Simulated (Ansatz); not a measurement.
Ge3N4:
```
CELL_PARAMETERS angstrom
      0.00000     4.11562     4.11562
      4.11562     0.00000     4.11562
      4.11562     4.11562     0.00000
ATOMIC_POSITIONS crystal
  Ge 0.62500 0.62500 0.62500
  Ge 0.12500 0.62500 0.62500
  Ge 0.62500 0.12500 0.62500
  Ge 0.62500 0.62500 0.12500
  Ge 0.25000 0.25000 0.25000
  Ge 0.00000 0.00000 0.00000
  N  0.86688 0.86688 0.86688
  N  0.39935 0.86688 0.86688
  N  0.86688 0.39935 0.86688
  N  0.86688 0.86688 0.39935
  N  0.38312 0.38312 0.38312
  N  0.85065 0.38312 0.38312
  N  0.38312 0.85065 0.38312
  N  0.38312 0.38312 0.85065
```

Relaxed with PBEsol. Special points in fractions of this cell's reciprocal vectors: Γ (0.000, 0.000, 0.000); X (0.500, 0.000, 0.500); U (0.625, 0.250, 0.625); K (0.375, 0.375, 0.750); L (0.500, 0.500, 0.500); W (0.500, 0.250, 0.750).

Problem. List the band energies nearest the valence-band maximum at these points for DFT-PBEsol in the program Ansatz with PAW potentials.

Solution. In eV from the valence-band maximum; about four levels below and three above (degenerate sets whole), none deeper than 8.9 eV; points with the same levels are listed once.

| k | below | above |
|---|---|---|
| Γ | -0.32 -0.32 -0.02 -0.02 -0.02 | 2.12 2.12 2.12 |
| X | -0.99 -0.99 -0.18 -0.18 | 4.90 4.90 5.62 5.62 |
| U | -1.51 -1.17 -0.63 -0.05 | 4.90 4.99 5.62 |
| L | -0.70 -0.70 -0.60 -0.11 -0.11 | 3.62 3.83 4.84 4.84 |
| W | -1.20 -1.20 -0.44 -0.44 | 5.28 5.28 5.81 5.81 |

Space group Fd-3m. Symmetry was held in the PBEsol relaxation. Scalar-relativistic: spin–orbit coupling is off unless named, which matters more the heavier the elements.

Potentials: the later of the program's two PAW sets.
